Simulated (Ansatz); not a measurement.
## NaMgF3: excitons and shallow donors from band masses and screening

Theory: DFT PBEsol, scalar-relativistic, plane waves, PAW in Ansatz 0.2.0.

Cutoff 420 eV; k points 6×6×6 on the computed 5-atom cell (Γ-centred); Gaussian smearing, width 0.02 eV; no spin polarisation.

Relaxed cell: Pm-3m, a = 3.907 Å, b = 3.907 Å, c = 3.907 Å, α = 90.00°, β = 90.00°, γ = 90.00°, 5 atoms in the primitive cell.

The calculation gives a Kohn–Sham gap of 5.99 eV, an electron mass of 0.548 mₑ and a hole mass of 1.91 mₑ (harmonic means over x, y, z and over the bands degenerate at each edge), and ε∞ = 2.01 (independent particles, mean of the diagonal).

Task: Estimate the binding energy and radius of a Wannier–Mott exciton and of a shallow donor, and say whether the hydrogenic model can hold.

Result: The reduced mass is μ = mₙmₕ/(mₙ + mₕ) = 0.426 mₑ, with mₙ and mₕ the band masses. With E_b = 13.606 eV × μ/ε² and a = 0.529 Å × ε/μ (μ in mₑ) the exciton has E_b = 1440 meV and a = 2.5 Å. For a donor μ is the electron mass: 1853 meV and 1.9 Å. The radius isn't large against the shortest lattice vector (3.91 Å), so the continuum picture is doubtful and the numbers are only a scale. In a polar crystal the ions screen too, so a state bound more weakly than an optical phonon feels the larger static constant, which lowers the energy and widens the orbit. The other way, the small Kohn–Sham gap and the missing local fields make ε∞ too large and the masses tend to be too light, which underbinds. The edges lie at different points of the zone, so the exciton is indirect.

Symmetry holds off the tilts and polar distortions that many cubic perovskites undergo.

Cost: 4 runs of about 1 core-minutes in all, on Arm Neoverse V2 (shared hosts).